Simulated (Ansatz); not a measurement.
# TaRh₃: checking dH/dP = V

All numbers below come from DFT r2SCAN, scalar-relativistic, plane waves, PAW (Ansatz). Run with 500 eV cutoff, 12×12×12 k-mesh, Gaussian smearing of 0.10 eV, no spin polarisation.

Starting point, cell and atoms relaxed:

```
CELL_PARAMETERS angstrom
3.86383 0.00000 0.00000
0.00000 3.86383 0.00000
0.00000 0.00000 3.86383
ATOMIC_POSITIONS crystal
Ta 0.00000 0.00000 0.00000
Rh 0.00000 0.50000 0.50000
Rh 0.50000 0.00000 0.50000
Rh 0.50000 0.50000 0.00000
```

Cell and atoms were relaxed at each target pressure within the start's symmetry (Pm-3m), at zero temperature; other phases can be more stable under pressure. H = E + PV with P the target; E is the free energy at the smearing used, whose derivative the pressure is, per atom and counted from zero pressure.

Spin–orbit coupling is left out, which can shift energies with elements as heavy as these.

```tsv
P (GPa)	V (Å³/atom)	E − E0 (meV)	H − H0 (meV)
0	14.421	0.0	0.0
1	14.372	0.1	89.9
4	14.225	2.4	357.6
12	13.878	19.6	1059.0
25	13.399	74.3	2165.0
50	12.675	240.9	4196.5
90	11.832	602.9	7249.6
```

Question: Thermodynamics gives dH/dP = V along a relaxed path. Integrate V over P by the trapezoid rule and compare with the computed enthalpies.

Answer: With 1 eV/Å³ = 160.22 GPa, each step adds the mean volume times ΔP / 160.22:
```
P (GPa)  ∫V dP (meV) H − H0 (meV) difference (meV)
      1         89.9          89.9               0.0
      4        357.6         357.6               0.0
     12       1059.2        1059.0               0.2
     25       2165.8        2165.0               0.8
     50       4200.1        4196.5               3.6
     90       7259.3        7249.6               9.7
```

V(P) curves upward, so the trapezoid rule runs high; integrating a smooth curve through the same points (P as a polynomial of degree 4 in ln V) puts that excess at about 9.6 meV at 90 GPa, against the 9.7 meV found.

Question: At 90 GPa, how much of the enthalpy change is stored energy and how much is the PV term?

Answer: E rises by 603 meV/atom and PV is 90 × 11.832 / 160.22 = 6647 meV/atom, so PV makes 92 % of ΔH. So between rival structures at high pressure a small difference in volume can outweigh the difference in energy: 1 % of this volume is worth 66.5 meV/atom at this pressure.

Question: What bulk modulus do the lowest pressures give?

Answer: From the pressures that the runs reached, -1.03 GPa (14.473 Å³) and 0.97 GPa (14.372 Å³), B = −ΔP/Δln V = 2.00 / 0.0070 = 286 GPa, a mean over that range.

Cost: 8 runs of about 10 core-minutes in all, on Arm Neoverse V2 (shared hosts).